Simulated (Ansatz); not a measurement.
Cs:
```
CELL_PARAMETERS angstrom
      5.54800     0.00000     0.00000
     -2.77400     4.80471     0.00000
      0.00000     0.00000    18.40884
ATOMIC_POSITIONS crystal
  Cs 0.00000 0.00000 0.00000
  Cs 0.00000 0.00000 0.50000
  Cs 0.33333 0.66667 0.25000
  Cs 0.66667 0.33333 0.75000
```

Relaxed with r²SCAN+D4. Special points in fractions of this cell's reciprocal vectors: Γ (0.000, 0.000, 0.000); M (0.500, 0.000, 0.000); K (0.333, 0.333, 0.000); A (0.000, 0.000, 0.500); L (0.500, 0.000, 0.500); H (0.333, 0.333, 0.500).

Question: List the band energies nearest the Fermi level at these points for plane-wave PAW r²SCAN+D4 (Ansatz code).

Answer: In eV from the Fermi level; about four levels below and three above (degenerate sets whole), none deeper than 8.9 eV; points with the same levels are listed once.

| k | below | above |
|---|---|---|
| Γ | -1.74 -1.14 -1.14 | 0.03 0.55 1.69 |
| M | – | 0.05 0.19 0.22 |
| K | – | 0.58 0.58 0.62 |
| A | -1.58 -1.58 -0.50 -0.50 | 1.05 1.05 2.31 2.31 |
| L | – | 0.10 0.10 0.27 0.27 |
| H | – | 0.63 0.63 0.69 0.69 |

Space group P6_3/mmc (dhcp (α-La type)). The first step of the workflow began from a Materials Project structure, measured or hypothetical; the Crystallography Open Database copy checked does not list it. It is not the phase usual at ambient conditions (space group No. 229). The cell was relaxed with r²SCAN+D4 under the symmetry of its start; its stability against distortions is not shown here. The pairwise dispersion correction was not fitted to metals. Scalar-relativistic: spin–orbit coupling is off unless named, which matters more the heavier the elements.

Potentials: the later of the program's two PAW sets.
